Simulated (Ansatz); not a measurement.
SCF questions for Co

Co is taken as a measured crystal structure (space group P6_3/mmc), 2 atoms in the cell. Source: COD entry 9010967, which need not be the ambient phase.

```yaml
crystal:
  lattice:
    - [2.50740, 0.00000, 0.00000]
    - [-1.25370, 2.17147, 0.00000]
    - [0.00000, 0.00000, 4.06990]
  atoms:
    - { symbol: Co, position: [0.33333, 0.66667, 0.25000] }
    - { symbol: Co, position: [0.66667, 0.33333, 0.75000] }
```

Atoms are numbered from 1 in the order listed.

Method: Ansatz development build ahead of 0.2.0, DFT, r2SCAN+U, PAW, plane waves, scalar-relativistic.

```
Hubbard term (Dudarev form) : U − J = 1.3 eV on Co d, on Löwdin-orthonormalised all-electron atomic orbitals
Plane-wave cutoff           : 500 eV
k-point mesh                : 14×14×8 (Γ-centred)
Occupations                 : Fermi–Dirac smearing, 0.1 eV
Spin                        : collinear, starting moments Co1 3.00, Co2 3.00 μB
```

Moments by site are taken inside atomic spheres; the rest lies between them.

The starting density is a sum of atomic densities. β is the mixing step of the charge; the magnetisation has a step of its own, which the program sets unless it is named.

A static U favours moments and orbital order; the result depends on U and need not be the measured state. Only one magnetic start was run, with no search, so the state need not be the lowest. The U is a test value, not one fitted to this metal, and a U on a metal's d shells tends to overstate moments.

Default run: converged in 15 iterations, ferromagnetic, site moments Co1 1.96, Co2 1.96 μB, total 3.61 μB per cell, no gap on the k-mesh. The search for lower states is off, and runs that name a mixer don't switch to direct minimisation.

**Question.** Change to MSR1 mixing, preconditioner none (limit 100 iterations). Does it converge, and to what?

**Answer.** Converged in 11 iterations: the same free energy.

**Question.** What happens with Methfessel–Paxton smearing, width 0.15 eV (limit 100 iterations)?

**Answer.** Converged in 15 iterations: free energy shifted by +12.6 meV/atom, zero-width estimate shifted by -0.6 meV/atom, pressure -8.1 GPa against -7.7.

**Question.** Outcome with MSR1 mixing, preconditioner Kerker (limit 100 iterations)?

**Answer.** Converged in 11 iterations: the same free energy.

**Question.** Rank these settings by the iterations they needed, fewest first.
A. MSR1 mixing, preconditioner Kerker
B. Broyden, β 0.1, history 4, no preconditioner
C. default SCF settings
D. Anderson, β 0.5, backtracking line search

**Answer.** A (11), C (15), D (16), B (31).

Command:
```sh
ansatz run input.yaml --threads 2 --pin off --max-ram 5120MiB --backend cpu --events-out ev --progress --plain --runs-dir out
```

Machine: 2 threads of Intel(R) Xeon(R) 6975P-C (Granite Rapids), on a shared host.

**Question.** About how long does the default run take there, and how much memory does it need?

**Answer.** 8.2 s, 0.54 GiB (15 iterations, 120 k-points after symmetry).
